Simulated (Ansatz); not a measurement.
**Yb (diamond): energy against volume**

Method: DFT, LDA (PW92), plane waves (420 eV) with PAW, scalar-relativistic (Ansatz). (PAW data from PBE, frozen cores regenerated.)

The cell is scaled uniformly from the relaxed one, with fractional coordinates and shape fixed. Energies are extrapolated to zero smearing, pressures are those at the given smearing. Magnetic state: spin not included.

A Birch-Murnaghan fit gives V₀ = 66.18 Å³/atom, B₀ = 3.2 GPa, B₀′ = 1.1.

Q: What are the energy above the minimum and the pressure at 57.784 Å³/atom?

A: 11.4 meV/atom and 0.44 GPa as computed.

Q: What are the energy above the minimum and the pressure at 60.411 Å³/atom?

A: 5.3 meV/atom and 0.29 GPa as computed.

Q: What are the energy above the minimum and the pressure at 70.917 Å³/atom?

A: 3.2 meV/atom and -0.25 GPa as computed.
